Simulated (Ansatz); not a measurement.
**Ti₄CdCu₂Ge, a known structure type with other elements, at an estimated volume**

```
Ge Cu Ti Cd
1.0
     0.00000    5.26932    0.00000
     5.26932    0.00000    0.00000
     2.63466    2.63466   -5.06622
Ge Cu Ti Cd
1 2 4 1
Direct
  0.50000 0.50000 0.00000
  0.25000 0.75000 0.50000
  0.75000 0.25000 0.50000
  0.40420 0.40420 0.73260
  0.59580 0.13680 0.26740
  0.86320 0.86320 0.73260
  0.13680 0.59580 0.26740
  0.00000 0.00000 0.00000
```

Single point in Ansatz 0.2.0 with r2SCAN, no spin polarisation. Cutoff 500 eV, PAW datasets, 6×6×6 Γ-centred k mesh, methfessel-paxton filling (width 0.0103 eV).

Task: What does the stress say?

Result: The pressure is 31.4 GPa (compression positive), so with the atoms held at these fractions the cell would first expand; the forces are large, so a full relaxation may end otherwise. The principal stresses 28.3, 32.9, 32.9 GPa differ, so its shape would change too.

Task: How is the charge shared?

Result: Bader charges in e: Ti +1.16, Cd -0.84, Cu -1.23, Ge -1.32. In the mean Ti gives up most and Ge takes most.

Task: Describe some of the short contacts.

Result: Ge–Ti at 2.18 Å: least valence density 0.67 e/Å³ and ELF 0.41 there. Cu–Ti at 2.21 Å: least valence density 0.54 e/Å³ and ELF 0.24 there. Ti–Cd at 2.43 Å: least valence density 0.42 e/Å³ and ELF 0.21 there. These are pseudo-fields; inside the PAW spheres they differ from the all-electron ones.

Task: Metal or insulator?

Result: It is a metal, with about 9.1 states/eV a cell as the mean within 0.25 eV of the Fermi level, mostly Ti d (81 %).

Task: Which atom feels the largest force, and which way?

Result: The largest is on Ti7 (and as large on other atoms): 1.63 eV/Å, components (0.39, -0.39, -1.54). It makes 148° with the line to a nearest neighbour, Ge1 at 2.18 Å, pointing away from it.

Task: Is it stable against the elements?

Result: 1.53 eV an atom against the elements' usual phases (free molecules for gases, crystals otherwise, with no correction for O₂ or N₂), so at this geometry it isn't bound against them. Relaxing would lower it.

Origin: a known structure type with other elements, at an estimated volume, so it need not be a known compound. Caveats: many states at the Fermi level without spin polarisation, so a magnetic state may lie lower; atoms or cell far from equilibrium.
